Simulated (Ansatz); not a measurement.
Os:
```
Os
1.0
    0.00000     2.75866     2.75866
    2.75866     0.00000     2.75866
    2.75866     2.75866     0.00000
Os
2
Direct
  0.00000   0.00000   0.00000
  0.25000   0.25000   0.25000
```

Relaxed with r²SCAN.

Question: Map the electron localisation function on the plane through (0.000, 0.000, 0.000) spanned by u = [1, 0, 0] and v = [-1, 1, 1] in lattice vectors, from r²SCAN (plane waves, PAW; program Ansatz).

Answer: x is the fraction of u, y of v (the angle between them is 90°; rows are the nearest grid lines); atoms in the plane: Os at (0.00, 0.00), Os at (0.50, 0.25).
```
|:+%@*==++=-=++==*@%+:|
|+#@@*-:-==-==-:-*@@#+|
|%@@%+:.:--:--:.:+%@@%|
|**+-..         ..-+**|
|--::..         ..::--|
|--::...       ...::--|
|---::.         .::---|
|:::..           ..:::|
|...               ...|
|        .....        |
|      ..:::::..      |
|     ..:-----:..     |
|    ...::---::...    |
|     ..::---::..     |
|     ..-+***+-..     |
|......-*%@@@%*-......|
|:--:.:+%@@%@@%+:.:--:|
|-=++==*@%+:+%@*==++=-|
|--=*+=*%%*+*%%*=+*=--|
|--=+*++#%%%%%#++*+=--|
|**++**+*#%@%#*+**++**|
|%%%#++*+=---=+*++#%%%|
|+*%%*=+*=---=*+=*%%*+|
|:+%@*==++=-=++==*@%+:|
```
Scale: ten equal steps from 0.049 (start of ' ') to 0.727 (end of '@'), in the order ' .:-=+*#%@'; x runs from 0.000 to 1.00, y from 0.000 (bottom) to 1.00 (top).

The density is the valence pseudo-density with augmentation charge, so density and ELF within about 1 Å of a nucleus are not all-electron values.

Space group Fd-3m (diamond). The start of the workflow was typed in or built on a structure type; neither database checked (COD, Materials Project) lists it. It is not the phase usual at ambient conditions (space group No. 194). Symmetry was held in the r²SCAN relaxation; its stability against distortions is not shown here. The run is not spin-polarised. Scalar-relativistic: spin–orbit coupling is off unless named, which matters more the heavier the elements.

Potentials: the later of the program's two PAW sets.
